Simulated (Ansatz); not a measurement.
## HfOs: energy along a strain

HfOs, Pm-3m, a = 3.239 Å (as given, not relaxed at this level: 1.2 GPa). The structure is a COD entry; whether it is the stable form wasn't checked. Ansatz: r2SCAN, PAW, 500 eV, Γ-centred 14×14×14 mesh on 2 atoms, Gaussian smearing 0.15 eV; no spin polarisation. Cell vectors (Å): 3.239 0.000 0.000; 0.000 3.239 0.000; 0.000 0.000 3.239. The cell is strained by x per cent times the pattern (1 -1 0 0 0 0) in the order xx yy zz yz xz xy (engineering shears), with fractional coordinates held. y is the free energy over the start, V0 = 16.990 Å³/atom. Symmetry makes y even in x.

```
x (%) y (meV/atom)
-2.00             ?
-1.00          3.43
 0.00          0.00
 0.25          0.21
 0.50          0.86
 0.75          1.93
 1.25          5.36
 1.50          7.72
 1.75         10.51
```

Question: Fit y = c2 x² + c4 x⁴ to the other rows, get the stiffness along the pattern, and predict the missing energy.

Answer: Least squares on the rows shown. y = 3.430 x² + 0.0007263 x⁴. The clamped-ion stiffness p·C·p = 2 × 34.30 eV × 160.2 / 16.990 Å³ = 647 GPa (second derivative at the start, which stands under stress). At x = -2.00 the fit asked for gives 13.73 meV/atom. The run gave 13.72 meV/atom, so the fit is 0.01 meV/atom too high, a small miss on the scale of the series.

Spin–orbit coupling is left out, which can shift energies with elements as heavy as these.